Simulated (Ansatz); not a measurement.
Input file for Ansatz (a quantum-chemistry and plane-wave program):

Ansatz 0.2 input:
```yaml
crystal:
  lattice:
    - [1.228114488, -2.1263186736, 0.0]
    - [1.228114488, 2.1263186736, 0.0]
    - [0.0, 0.0, 7.1499572101]
  atoms:
    - { symbol: C, position: [0.5833428844, 0.4166571156, 0.7501055856] }
    - { symbol: C, position: [0.4166571156, 0.5833428844, 0.2498944144] }
    - { symbol: C, position: [0.9166571156, 0.0833428844, 0.7501055856] }
    - { symbol: C, position: [0.0833428844, 0.9166571156, 0.2498944144] }
kpoints:
  mp_grid: { grid: [27, 27, 8] }
hamiltonian:
  xc: r2scan
  pseudopotentials: { kind: paw }
scf:
  occupations: { method: fermi_dirac, width: 0.1 }
elastic: { mode: relaxed_ion, stencil: two_point, amplitude: 0.005, f_tol: 0.0005 }
```

Output (shortened):

```
Pseudopotential: C, paw, valence charge 4
Functional definition: r2SCAN
Crystal: 4 atoms, lattice volume = 37.342 Å³
Basis set: ecut = 500 eV, 957 PW (Γ), exchange–correlation on 72×72×216 points (64 copies of the dense FFT grid, shifted against one another)
Bands: 12, of which v1, the nominal top of the filled ones, is band 8 counted from 1 (7 counted from 0)
Symmetry: 8 space group operations
Space group: Cmme (ITA 67), of the structure as read, at distance tolerance 3.3e-5 Å
k-points: 980 of 5832
the search or the solves at the SCF's close seem to have found levels that the self-consistency loop had missed (the run counts 1) …
SCF 1 converged in 10 iterations: F = -1006.670862 eV  dr2 = 1.69e-14
relax step   1: F+E_penalty+E_count = -1006.67086217 eV  Δ(F+E_penalty+E_count) = +0.000e0 eV  max|allowed force component| = 8.032e-3 eV/Å  Δτ_max = 0.0000 Å  (10 SCF iters, accepted)
Crystal: 4 atoms, lattice volume = 37.342 Å³
SCF 2 converged in 8 iterations: F = -1006.670861 eV  dr2 = 2.19e-14
relax step   2: F+E_penalty+E_count = -1006.67086112 eV  Δ(F+E_penalty+E_count) = +1.054e-6 eV  max|allowed force component| = 4.368e-3 eV/Å  Δτ_max = 0.0026 Å  (8 SCF iters, rejected (line search))
Crystal: 4 atoms, lattice volume = 37.342 Å³
SCF 3 converged in 8 iterations: F = -1006.670864 eV  dr2 = 7.55e-15
relax step   3: F+E_penalty+E_count = -1006.67086356 eV  Δ(F+E_penalty+E_count) = -1.388e-6 eV  max|allowed force component| = 2.758e-3 eV/Å  Δτ_max = 0.0006 Å  (8 SCF iters, accepted)
Crystal: 4 atoms, lattice volume = 37.342 Å³
SCF 4 converged in 7 iterations: F = -1006.670864 eV  dr2 = 1.87e-15
relax step   4: F+E_penalty+E_count = -1006.67086371 eV  Δ(F+E_penalty+E_count) = -1.521e-7 eV  max|allowed force component| = 1.937e-5 eV/Å  Δτ_max = 0.0001 Å  (7 SCF iters, accepted)
Crystal: 4 atoms, lattice volume = 37.342 Å³
SCF 5 converged in 7 iterations: F = -1006.670864 eV  dr2 = 2.51e-14
Crystal: 4 atoms, lattice volume = 37.342 Å³
SCF 6 converged in 2 iterations: F = -1006.670864 eV  dr2 = 3.08e-15
Crystal: 4 atoms, lattice volume = 37.156 Å³
SCF 7 converged in 9 iterations: F = -1006.667762 eV  dr2 = 2.41e-14
relax step   1: F+E_penalty+E_count = -1006.66776207 eV  Δ(F+E_penalty+E_count) = +0.000e0 eV  max|allowed force component| = 5.688e-2 eV/Å  Δτ_max = 0.0000 Å  (9 SCF iters, accepted)
Crystal: 4 atoms, lattice volume = 37.156 Å³
SCF 8 converged in 7 iterations: F = -1006.667819 eV  dr2 = 5.28e-14
relax step   2: F+E_penalty+E_count = -1006.66781914 eV  Δ(F+E_penalty+E_count) = -5.707e-5 eV  max|allowed force component| = 6.333e-4 eV/Å  Δτ_max = 0.0005 Å  (7 SCF iters, accepted)
Crystal: 4 atoms, lattice volume = 37.156 Å³
SCF 9 converged in 6 iterations: F = -1006.667819 eV  dr2 = 2.78e-14
relax step   3: F+E_penalty+E_count = -1006.66781915 eV  Δ(F+E_penalty+E_count) = -8.902e-9 eV  max|allowed force component| = 9.369e-7 eV/Å  Δτ_max = 0.0001 Å  (6 SCF iters, accepted)
Crystal: 4 atoms, lattice volume = 37.156 Å³
SCF 10 converged in 2 iterations: F = -1006.667819 eV  dr2 = 7.19e-15
Crystal: 4 atoms, lattice volume = 37.529 Å³
SCF 11 converged in 9 iterations: F = -1006.667851 eV  dr2 = 5.22e-15
relax step   1: F+E_penalty+E_count = -1006.66785144 eV  Δ(F+E_penalty+E_count) = +0.000e0 eV  max|allowed force component| = 5.155e-2 eV/Å  Δτ_max = 0.0000 Å  (9 SCF iters, accepted)
Crystal: 4 atoms, lattice volume = 37.529 Å³
[...]
SCF 36 converged in 8 iterations: F = -1006.669616 eV  dr2 = 6.31e-15
relax step   2: F+E_penalty+E_count = -1006.66961565 eV  Δ(F+E_penalty+E_count) = -4.985e-5 eV  max|allowed force component| = 1.125e-2 eV/Å  Δτ_max = 0.0004 Å  (8 SCF iters, accepted)
Crystal: 4 atoms, lattice volume = 37.342 Å³
SCF 37 converged in 6 iterations: F = -1006.669618 eV  dr2 = 2.91e-14
relax step   3: F+E_penalty+E_count = -1006.66961792 eV  Δ(F+E_penalty+E_count) = -2.267e-6 eV  max|allowed force component| = 1.227e-5 eV/Å  Δτ_max = 0.0001 Å  (6 SCF iters, accepted)
Crystal: 4 atoms, lattice volume = 37.342 Å³
SCF 38 converged in 2 iterations: F = -1006.669618 eV  dr2 = 8.07e-15
Crystal: 4 atoms, lattice volume = 37.342 Å³
SCF 39 converged in 9 iterations: F = -1006.669566 eV  dr2 = 7.15e-14
relax step   1: F+E_penalty+E_count = -1006.66956580 eV  Δ(F+E_penalty+E_count) = +0.000e0 eV  max|allowed force component| = 5.397e-2 eV/Å  Δτ_max = 0.0000 Å  (9 SCF iters, accepted)
Crystal: 4 atoms, lattice volume = 37.342 Å³
SCF 40 converged in 7 iterations: F = -1006.669618 eV  dr2 = 2.71e-14
relax step   2: F+E_penalty+E_count = -1006.66961791 eV  Δ(F+E_penalty+E_count) = -5.211e-5 eV  max|allowed force component| = 6.110e-4 eV/Å  Δτ_max = 0.0005 Å  (7 SCF iters, accepted)
Crystal: 4 atoms, lattice volume = 37.342 Å³
SCF 41 converged in 6 iterations: F = -1006.669618 eV  dr2 = 2.53e-14
relax step   3: F+E_penalty+E_count = -1006.66961792 eV  Δ(F+E_penalty+E_count) = -5.624e-9 eV  max|allowed force component| = 7.520e-5 eV/Å  Δτ_max = 0.0000 Å  (6 SCF iters, accepted)
Crystal: 4 atoms, lattice volume = 37.342 Å³
SCF 42 converged in 2 iterations: F = -1006.669618 eV  dr2 = 6.13e-15
SCF converged after 2 iterations
Stability not checked: this state was not tested for a lower state beside it, because too few of the mixer's solves of this state at the end of the SCF gave a …
Free energy (F): -1006.670864 eV
Harris-Foulkes:  -1006.670864 eV  (|F-HF|=4.55e-13)
Internal energy: -1006.669485 eV  (E = F + TS)
E sigma→0 (E₀):  -1006.670174 eV
Entropy (-TS):   -0.001379 eV (-0.345 meV/atom)
Fermi energy:    6.351461 eV
--- Per-component energies (eV) ---
  E_band       = -54.884181
  E_kinetic    = 363.471624
  E_local      = -679.998307  (includes V_loc(G=0)·N_el)
  E_nonlocal   = 107.804514
  E_hartree    = 213.901271
  E_xc         = -188.847653
  E_vxc        = -261.615960  (∫ρ·V_xc dr)
  E_paw        = -403.517665  (= ΣΔE_a)
  E_vpaw       = -27.017513  (= ΣTr[D̂ρ^β])
  E_aug_tail   = 0.000021  (compensation charges beyond the density's cutoff)
  E_vtau       = 14.668898  (kinetic-family band-sum trace: ∫τ·v_τ [+ j·A + Jᵃ·Aᵃ] dr)
  E_ewald      = -419.384196
  E_core_change = -0.099095  (= ΣΔE_core)
  E_smearing   = -0.001379  (= −TS)
  E_closure    =  0.000000  (closes the sum)
  Σ components = -1006.670864   (vs F -1006.670864, Δ=0.00e0)
--- Forces (eV/Å), atoms counted from 1 ---
  atom   1  C      0.00000000    -0.00001937    -0.00000307
  atom   2  C      0.00000000     0.00001937     0.00000307
  atom   3  C      0.00000000     0.00001937    -0.00000307
  atom   4  C      0.00000000    -0.00001937     0.00000307
  max |Σ_I F_I| component: 2.22e-16 eV/Å
--- Stress (GPa, compression-positive) ---
        0.010931       0.000000       0.000000
        0.000000       0.098199       0.000000
        0.000000       0.000000      -0.077394
  P = ⅓ Tr σ = 0.0106 GPa (0.106 kbar)
--- Band table (eV; the first three rows and the last of 980) ---
  k-point 0: bands = ["-14.5986", "-14.4210", "-2.4726", "-1.0264", "3.0918", "3.1015", "3.1079", "3.1111", "10.2297", "15.0736", "15.1007", "15.1208"]
  k-point 1: bands = ["-14.5921", "-14.4280", "-2.4253", "-1.0919", "3.0926", "3.1018", "3.1076", "3.1104", "10.3920", "15.0760", "15.1014", "15.1200"]
  k-point 2: bands = ["-14.5735", "-14.4479", "-2.2878", "-1.2724", "3.0946", "3.1025", "3.1069", "3.1082", "10.8611", "14.6323", "15.0826", "15.1035"]
  k-point 979: bands = ["-9.1148", "-9.1148", "-7.6109", "-7.6109", "-0.5006", "-0.5006", "3.7542", "3.7542", "8.1844", "8.1844", "14.1056", "14.1056"]
--- Elastic constants: 6 strain directions × 2 members + reference (group order 8) ---
  dense FFT box of the reference and of every strained cell: 18×18×54
  strains applied: 11, 22, 33, 23, 13, 12; error gains …
  reference relaxed by the batch: 4 steps …
  largest displacement 7.5e-4 Å; the constants are those of the deck's cell at these positions:
  atoms:
    - { symbol: C, position: [0.5833259774468111, 0.4166740225531889, 0.7500012579703637] }
    - { symbol: C, position: [0.4166740225531889, 0.5833259774468111, 0.24999874202963618] }
    - { symbol: C, position: [0.9166740225531889, 0.08332597744681103, 0.7500012579703637] }
    - { symbol: C, position: [0.08332597744681103, 0.9166740225531889, 0.24999874202963618] }
  C = ∂σ_k/∂η_j (tension-positive GPa; Voigt order 11 22 33 23 13 12):
      1031.199    176.360     -1.023      0.000      0.000      0.000
       176.415   1033.186     -3.904      0.000      0.000      0.000
        -1.112     -4.079     19.379      0.000      0.000      0.000
         0.000      0.000      0.000     -1.675      0.000      0.000
         0.000      0.000      0.000      0.000      4.418      0.000
         0.000      0.000      0.000      0.000      0.000    427.651
  reference stress σ⁰ (GPa):     -0.011     -0.098      0.077      0.000      0.000      0.000
  moduli (Voigt/Reuss/Hill, GPa): K = 269.60/18.61/144.11   G = 213.57/-16.84/98.37   E = 240.41   ν = 0.222
  mechanically stable: NO (min eigenvalue of sym C = -1.67 GPa)
  the cell is mechanically unstable, and its weakest contacts join parallel layers …
  the layer in its plane, per area (N/m: the tensor there times 7.1500 Å, the cell's volume per area …
    of the cell's 2 layers together, so a stiff one can hide an unstable one:
    C11 = 738.23   C22 = 737.52   C12 = 126.25   C66 = 305.90   C16 = -0.39   C26 = -0.23
  moduli of the layer (Voigt/Reuss/Hill, N/m): K = 432.06/432.06/432.06   G = 305.86/305.86/305.86   E = 716.34   ν = 0.171
  mechanically stable in its plane: yes (min eigenvalue of those constants = 305.90 N/m; a buckling out of the plane is not judged)
  strain η (Voigt 11):  stress-route row diagonal C_11 = 1031.20 GPa, energy-path curvature d²(F+E_count+ΔE)/dδ²/Ω₀ = 1031.17 GPa
         δ    σ_11 (GPa)             F (eV)   n_scf  n_hpsi   n_pw
    -5.000e-3      -5.2393       -1006.6678192       2  141830    978   relax 3 steps, max|allowed force component| 9.37e-7 eV/Å
     5.000e-3       5.0727       -1006.6678995       2  141591    986   relax 3 steps, max|allowed force component| 1.59e-5 eV/Å
  strain η (Voigt 22):  stress-route row diagonal C_22 = 1033.19 GPa, energy-path curvature d²(F+E_count+ΔE)/dδ²/Ω₀ = 1033.17 GPa
         δ    σ_22 (GPa)             F (eV)   n_scf  n_hpsi   n_pw
    -5.000e-3      -5.3309       -1006.6677137       2  142272    978   relax 3 steps, max|allowed force component| 1.58e-6 eV/Å
     5.000e-3       5.0009       -1006.6679933       2  141669    986   relax 3 steps, max|allowed force component| 1.64e-5 eV/Å
  strain η (Voigt 33):  stress-route row diagonal C_33 = 19.38 GPa, energy-path curvature d²(F+E_count+ΔE)/dδ²/Ω₀ = 19.37 GPa
         δ    σ_33 (GPa)             F (eV)   n_scf  n_hpsi   n_pw
    -5.000e-3      -0.0236       -1006.6708962       2  142610    968   relax 1 steps, max|allowed force component| 1.08e-4 eV/Å
     5.000e-3       0.1702       -1006.6707178       2  142218    986   relax 1 steps, max|allowed force component| 5.85e-5 eV/Å
  strain η (Voigt 23):  stress-route row diagonal C_44 = -1.67 GPa, energy-path curvature d²(F+E_count+ΔE)/dδ²/Ω₀ = -1.67 GPa
         δ    σ_23 (GPa)             F (eV)   n_scf  n_hpsi   n_pw
    -5.000e-3       0.0084       -1006.6708685       2  221389    978   relax 1 steps, max|allowed force component| 1.00e-4 eV/Å
     5.000e-3      -0.0084       -1006.6708685       2  221033    978   relax 1 steps, max|allowed force component| 1.00e-4 eV/Å
  strain η (Voigt 13):  stress-route row diagonal C_55 = 4.42 GPa, energy-path curvature d²(F+E_count+ΔE)/dδ²/Ω₀ = 4.40 GPa
         δ    σ_13 (GPa)             F (eV)   n_scf  n_hpsi   n_pw
    -5.000e-3      -0.0221       -1006.6708502       2  222483    982   relax 1 steps, max|allowed force component| 1.32e-5 eV/Å
     5.000e-3       0.0221       -1006.6708502       2  222198    982   relax 1 steps, max|allowed force component| 1.32e-5 eV/Å
  strain η (Voigt 12):  stress-route row diagonal C_66 = 427.65 GPa, energy-path curvature d²(F+E_count+ΔE)/dδ²/Ω₀ = 427.67 GPa
         δ    σ_12 (GPa)             F (eV)   n_scf  n_hpsi   n_pw
    -5.000e-3      -2.1383       -1006.6696179       2  263917    986   relax 3 steps, max|allowed force component| 1.23e-5 eV/Å
     5.000e-3       2.1383       -1006.6696179       2  264798    986   relax 3 steps, max|allowed force component| 7.52e-5 eV/Å
```

Cost: roughly 25 core-minutes on shared cores.

Space group Fmmm. The first step of the workflow began from a Materials Project structure, measured or hypothetical; the Crystallography Open Database files this formula in space group No. 69, but the cells were not matched. It is not the phase usual at ambient conditions (space group No. 194, 227). Symmetry was held in the r²SCAN relaxation; its stability against distortions is not shown here. A crystal of weakly bound layers computed without a dispersion correction: the cell and the soft elastic constants depend strongly on that. As this level gives no gap, shear constants depend on the k-mesh and smearing (Fermi–Dirac, 0.1 eV here). Point labels and valley counts follow the cell and symmetry of the run, lower than the named group.

Potentials: the later of the program's two PAW sets.

Ansatz is a plane-wave DFT program.
